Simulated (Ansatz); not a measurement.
W (bcc, W type)

```
CELL_PARAMETERS angstrom
     -6.36703     6.36703     6.36703
      1.59176    -1.59176     1.59176
      1.59176     1.59176    -1.59176
ATOMIC_POSITIONS crystal
  W  0.00000 0.00000 0.00000
  W  0.50000 0.00000 0.00000
  W  0.25000 0.00000 0.00000
  W  0.75000 0.00000 0.00000
```

In this cell atom 4 (W, nearest neighbour W at 2.757 Å; its periodic images, 2.8 Å or more away, move with it) is moved by s along Cartesian z, unit vector (0.000, 0.000, 1.000); all other atoms and the cell stay fixed.

Calculation: PBE (plane waves to 420 eV, PAW, scalar-relativistic; Ansatz, a quantum-chemistry and plane-wave program). k mesh 4×16×16 (Γ-centred), Fermi-Dirac smearing 0.05 eV. Energies are smeared free energies. Left out: 2 of 11 points, with atoms too close for the PAW data. With partly filled bands, energies and forces of such displacements shift with the k mesh and the smearing. On this mesh the relaxed cell isn't quite at rest: it carries a pressure of -0.2 GPa (compression positive) at the zero of the scan. Spin-orbit coupling is left out, though W is heavy. W is run without spin polarisation. W was relaxed with its symmetry unable to fall. The zero of ΔE is the undisplaced structure. The last digit holds for this mesh only.

| s (Å) | ΔE (meV/cell) |
|---|---|
| -0.664 | 2675.2 |
| -0.498 | 1523.3 |
| -0.332 | 663.0 |
| -0.166 | 161.3 |
| 0.000 | 0.0 |
| 0.166 | 161.3 |
| 0.332 | 663.0 |
| 0.498 | 1523.3 |
| 0.664 | 2675.2 |

Task: What force constant k = d²E/ds² at s = 0 does the table give?

Result: 12 eV/Å². It is the second difference of the nearest points, corrected with the next pair.

Task: With k = 11.64 eV/Å² from the forces, is the well harmonic out to s = 0.664 Å?

Result: ½ks² = 2566 meV/cell against the computed 2675 meV/cell, so the well is close to harmonic there.

(A displaced cell: forces are minus the slopes of the energy, force constants its curvatures, and phonons follow from these.)
